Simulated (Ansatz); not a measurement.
Crystals of one structure type (rock salt), relaxed and computed with DFT-LDA in the program Ansatz with PAW potentials.

| crystal | a (Å) | gap (eV) | highest Γ mode, no LO–TO term (cm⁻¹) | ε∞ | K_Hill (GPa) | G_Hill (GPa) |
|---|---|---|---|---|---|---|
| NaH | 4.690 | 3.55 | 561 | 3.34 | 27.4 | 22.9 |
| NaF | 4.503 | 6.46 | 275 | 1.93 | 61.0 | 37.4 |
| NaCl | 5.464 | 5.07 | 188 | 2.67 | 32.1 | 17.8 |
| NaI | ___ | ___ | ___ | ___ | ___ | ___ |

Question: Complete the blanks.

Answer: 
- NaI, a (Å): 6.260
- NaI, gap (eV): 3.62
- NaI, highest Γ mode, no LO–TO term (cm⁻¹): 131
- NaI, ε∞: 3.63
- NaI, K_Hill (GPa): 20.8
- NaI, G_Hill (GPa): 10.8

All cells were relaxed under the symmetry of their starts (and spin orders); stability against distortions was not tested throughout. Spin–orbit coupling is left out wherever it is not named.

Potentials: the later of the program's two PAW sets.
